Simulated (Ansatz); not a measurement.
## Does relaxation matter for the field gradients of GaP with sulfur replacing P?

Start: a supercell of GaP (zinc blende type, F-43m) built from a structure deposited in the COD, with all atoms left at the host's positions.

Space group F-43m (No. 216); a = 16.3515 Å.

| site | Wyckoff | site symmetry | x | y | z |
| --- | --- | --- | --- | --- | --- |
| Ga1 | 16e | .3m | 0.4167 | 0.0833 | 0.4167 |
| Ga3 | 24g | 2.mm | 0.7500 | 0.0833 | 0.7500 |
| Ga5 | 48h | ..m | 0.7500 | 0.9167 | 0.5833 |
| Ga14 | 4d | -43m | 0.7500 | 0.7500 | 0.7500 |
| Ga18 | 16e | .3m | 0.0833 | 0.5833 | 0.9167 |
| S | 4a | -43m | 0.5000 | 0.0000 | 0.5000 |
| P29 | 48h | ..m | 0.6667 | 0.0000 | 0.6667 |
| P32 | 16e | .3m | 0.8333 | 0.8333 | 0.6667 |
| P36 | 16e | .3m | 0.1667 | 0.6667 | 0.8333 |
| P42 | 24f | 2.mm | 0.0000 | 0.6667 | 0.0000 |

One atom of each set is listed; the run and its k-mesh use a cell of 54 atoms with edges of 11.56, 11.56, 11.56 Å.

Computed with Ansatz: DFT, PBE, plane waves and PAW, scalar-relativistic, 420 eV cutoff, Γ-centred 2×2×2 k-points, Fermi–Dirac smearing 0.01 eV, cell charge +1.

The largest force at the start is 0.97 eV/Å. Relaxing the ions at fixed cell moves them by 0.088 Å at most (atom 4, Ga) and 0.027 Å rms.

```
site  moved (Å)            first shell before             first shell after  V_zz before (10²¹ V/m²)  η before
 Ga1      0.088  1 S at 2.36 Å, 3 P at 2.36 Å  3 P at 2.35 Å, 1 S at 2.45 Å                     8.49      0.00
 Ga3      0.013                 4 P at 2.36 Å            4 P at 2.35–2.37 Å                    -0.81      0.59
 Ga5      0.016                 4 P at 2.36 Å            4 P at 2.35–2.36 Å                    -0.42      0.89
Ga18      0.003                 4 P at 2.36 Å                 4 P at 2.36 Å                    0.084      0.00
   S      0.000                4 Ga at 2.36 Å                4 Ga at 2.45 Å                     0.00         –
 P29      0.017                4 Ga at 2.36 Å           4 Ga at 2.35–2.37 Å                     1.43      0.19
 P32      0.003                4 Ga at 2.36 Å           4 Ga at 2.35–2.36 Å                    -0.28      0.00
 P36      0.005                4 Ga at 2.36 Å           4 Ga at 2.35–2.36 Å                    -0.32      0.00
 P42      0.005                4 Ga at 2.36 Å           4 Ga at 2.35–2.36 Å                    -0.13      0.43
```

(1) What are V_zz and η after the relaxation?

Results:

(1) 

```json
{"site": "Ga1", "V_zz after": "10.39", "η after": "0.00", "change of V_zz": "+1.90"}
{"site": "Ga3", "V_zz after": "-0.92", "η after": "0.96", "change of V_zz": "-0.11"}
{"site": "Ga5", "V_zz after": "-0.62", "η after": "0.91", "change of V_zz": "-0.20"}
{"site": "Ga18", "V_zz after": "0.14", "η after": "0.00", "change of V_zz": "+0.06"}
{"site": "S", "V_zz after": "0.00", "η after": "–", "change of V_zz": "0.00"}
{"site": "P29", "V_zz after": "1.02", "η after": "0.29", "change of V_zz": "-0.41"}
{"site": "P32", "V_zz after": "-0.11", "η after": "0.00", "change of V_zz": "+0.17"}
{"site": "P36", "V_zz after": "-0.17", "η after": "0.00", "change of V_zz": "+0.15"}
{"site": "P42", "V_zz after": "0.13", "η after": "0.88", "change of V_zz": "–"}
```

The largest change of V_zz along a kept axis is on Ga1, from 8.49 to 10.39. In per cent, |V_zz| changes by +13 to +22 on Ga, -29 on P (all sites that start above 0.5). Where |V_zz| stays above 0.1 and the axes keep their order, η moves most on Ga3, from 0.59 to 0.96. On P42 the largest principal value lies along another axis in the second run, so the two V_zz can't be compared directly. Other sites without a gradient aren't listed.

The defect repeats with the cell of 54 atoms, so it feels its images: sites between two images don't show the values beside a lone defect, and zeros or small values of η there can come from the images' arrangement. A uniform background compensates the cell's charge.
Before: The neighbours have not yet relaxed around the defect (largest force 0.97 eV/Å), so a real crystal will differ.
After: The relaxation keeps the site symmetry -43m of the start, so the impurity can't leave its site; a start off the site could end lower.
